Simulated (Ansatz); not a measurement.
**fluorite-structured PmSe2**

Method: PBE, scalar-relativistic; collinear spin; PAW, 600 eV, 8×8×8 k-mesh, Gaussian smearing of 0.05 eV; code Ansatz. The datasets are Ansatz's generated set soft_2.

```
CELL_PARAMETERS angstrom
0.00000 3.49120 3.49120
3.49120 0.00000 3.49120
3.49120 3.49120 0.00000
ATOMIC_POSITIONS crystal
Pm 0.00000 0.00000 0.00000
Se 0.25000 0.25000 0.25000
Se 0.75000 0.75000 0.75000
```

This is a trial structure made by placing the elements on a prototype's sites, so it needn't be the stable form.

Magnetic state: ferromagnetic, site spin moments Pm 4.21 μB.

Q: Which orbitals carry the states at the Fermi level, and how many states are there?

A: Within 0.1 eV of it: Se 4p 61 %, Pm 4f 31 % (shares among the projected shells; no valence p shell of Pm is among them). The Fermi level sits on a steep edge: the density of states is 6.3, 6.0 and 3.7 states/eV per cell at −0.1, 0 and +0.1 eV.

Density of states (tetrahedra, averaged over 0.5 eV; states/eV per cell of 3 atoms; energy in eV from the Fermi level; projections on Löwdin-orthogonalised atomic orbitals, summed over sites):

| E | total | Se 4p | Pm 4f up | Pm 4f down | Pm 5d up | Pm 5d down |
| --- | --- | --- | --- | --- | --- | --- |
| -4.10 | 0.0 | 0.0 | 0.0 | 0.0 | 0.0 | 0.0 |
| -3.60 | 0.8 | 0.6 | 0.0 | 0.0 | 0.1 | 0.1 |
| -3.10 | 2.5 | 1.9 | 0.0 | 0.0 | 0.3 | 0.2 |
| -2.60 | 5.0 | 3.9 | 0.1 | 0.0 | 0.4 | 0.5 |
| -2.10 | 3.3 | 2.6 | 0.1 | 0.0 | 0.2 | 0.2 |
| -1.60 | 1.6 | 1.2 | 0.2 | 0.0 | 0.1 | 0.1 |
| -1.10 | 3.3 | 2.3 | 0.6 | 0.0 | 0.1 | 0.1 |
| -0.60 | 8.4 | 2.1 | 5.8 | 0.1 | 0.1 | 0.1 |
| -0.10 | 6.4 | 3.4 | 2.3 | 0.1 | 0.2 | 0.2 |
| 0.40 | 4.5 | 0.7 | 3.6 | 0.1 | 0.0 | 0.0 |
| 0.90 | 1.7 | 0.5 | 1.1 | 0.0 | 0.1 | 0.0 |
| 1.40 | 0.4 | 0.2 | 0.1 | 0.0 | 0.0 | 0.0 |
| 1.90 | 0.0 | 0.0 | 0.0 | 0.0 | 0.0 | 0.0 |
| 2.40 | 5.1 | 0.1 | 0.0 | 5.0 | 0.0 | 0.1 |
| 2.90 | 8.1 | 0.2 | 0.0 | 7.3 | 0.3 | 0.2 |
| 3.40 | 4.1 | 0.2 | 0.0 | 1.2 | 2.1 | 0.3 |
| 3.90 | 3.5 | 0.2 | 0.0 | 0.1 | 1.1 | 1.9 |

Without a U the open 4f shell is pinned at the Fermi level, an artefact: in the real crystal it splits into occupied and empty levels away from it, and its large orbital moment is missing here. Spin–orbit coupling, which matters for such heavy elements, is left out. Site moments are of spin, integrated over atomic spheres. No antiparallel order was tried.

The open shells may stand above their lowest state, and forces and pressures are less sure for it.
